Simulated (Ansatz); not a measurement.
The start is a relaxed Ir cell displaced along its unstable phonon at q = (½, 0, 0) of its primitive reciprocal cell (154i cm⁻¹), largest move 0.15 Å. A full variable-cell relaxation at zero pressure is run with r2SCAN (plane waves to 500 eV, PAW, scalar-relativistic; Ansatz, an electronic-structure program). First-step values are on the input's coarse k-mesh.

Ansatz input (later rounds restart from its end on a renewed k-mesh):
Ansatz 0.2 input:
```yaml
crystal:
  lattice:
    - [-3.087853625, 3.087853625, 3.087853625]
    - [1.5439268125, -1.5439268125, 1.5439268125]
    - [1.5439268125, 1.5439268125, -1.5439268125]
  atoms:
    - { symbol: Ir, position: [0, -0.0343494317, 0.0343494317] }
    - { symbol: Ir, position: [0.5, 0.0343494317, -0.0343494317] }
basis: { ecutwfc: 500, ecutrho_ratio: 4, xc_grid: 4, fft_grid_basis: typed }
kpoints: { mp_grid: { grid: [15, 15, 15] } }
hamiltonian:
  xc: r2scan
  dispersion: none
  pseudopotentials: { kind: paw }
scf: { occupations: { method: fermi_dirac, width: 0.05 } }
relax: { f_tol: 0.01, max_steps: 100, cell: { stress_tol: 0.02 } }
output: { forces: true, stress: true }
```

**Question.** How large is the pressure on the unrelaxed cell, and of which sign?

**Answer.** -2.5 GPa (negative: the cell is under tension).

**Question.** Which atoms feel the largest initial force, and how large is it?

**Answer.** 1.94 eV/Å, on Ir1, Ir2 (atoms numbered as listed).

**Question.** By how much does the energy per atom fall from start to end?

**Answer.** 0.42 eV/atom.

**Question.** Write out the relaxed structure.

**Answer.** 
Space group P6₃/mmc (No. 194); a = b = 2.727 Å, c = 4.430 Å, α = β = 90.00°, γ = 120.00°

```tsv
atom	site	symmetry	x	y	z
Ir	2d	-6m2	0.6667	0.3333	0.2500
```

Final values are on a 20×20×11 k-mesh of the relaxed cell. No spin polarisation in the result.

The run could not lose the symmetry of its start: the end is stationary, and may be a saddle point rather than a minimum.

The relaxed structure here is a generated cell of Ir: the first start was made by placing the elements on the sites of a structure type, and the end was not matched to a known phase here, so it may be hypothetical. Known forms of Ir include space group No. 225.
